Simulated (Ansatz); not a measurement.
Total density of states per atom from DFT-r²SCAN in the program Ansatz with PAW potentials, in 0.25 eV bins, energy from the Fermi level:

```csv
E (eV),states/eV/atom
-7.85,0.18
-7.60,0.15
-7.35,0.16
-7.10,0.09
-6.85,0.09
-6.60,0.09
-6.35,0.10
-6.10,0.15
-5.85,0.22
-5.60,0.29
-5.35,0.34
-5.10,0.37
-4.85,0.31
-4.60,0.27
-4.35,0.24
-4.10,0.38
-3.85,0.35
-3.60,0.30
-3.35,0.33
-3.10,0.46
-2.85,0.58
-2.60,0.46
-2.35,0.44
-2.10,0.58
-1.85,0.81
-1.60,0.71
-1.35,0.62
-1.10,0.59
-0.85,0.40
-0.60,0.33
-0.35,0.34
-0.10,0.29
0.15,0.24
0.40,0.22
0.65,0.28
0.90,0.59
1.15,0.55
1.40,0.58
1.65,0.43
1.90,0.66
2.15,0.62
2.40,0.70
2.65,0.62
2.90,0.65
3.15,0.68
3.40,0.73
3.65,0.62
3.90,0.66
4.15,0.78
4.40,0.93
4.65,0.80
```

Pick the material that matches.
A) YAlSi, Cmcm (Y on 4c, Al on 4a, Si on 4c)
B) AlGaAs2, R3m (Al on 3a, Ga on 3a, As on 3a, As on 3a)
C) SiRu, P2_13 (Si on 4a, Ru on 4a)
D) SiC, zinc blende

A, YAlSi, Cmcm (Y on 4c, Al on 4a, Si on 4c). Within 0.5 eV of the Fermi level: Y 4d 47 %, Si 3p 28 %, Al 3p 12 %, Al 3s 6 %. Projections are on Löwdin-orthogonalised atomic valence shells; empty p or d shells of many metals are not among them.

The workflow started from a Materials Project entry (that database holds measured and hypothetical structures alike); the Crystallography Open Database files this formula in space group No. 63, but the cells were not matched. Its standing as an ambient phase is unchecked. The cell was relaxed with r²SCAN under the symmetry of its start; whether a distortion lowers the energy is not shown. The run is not spin-polarised. Spin–orbit coupling is left out wherever it is not named.

Potentials: the later of the program's two PAW sets.
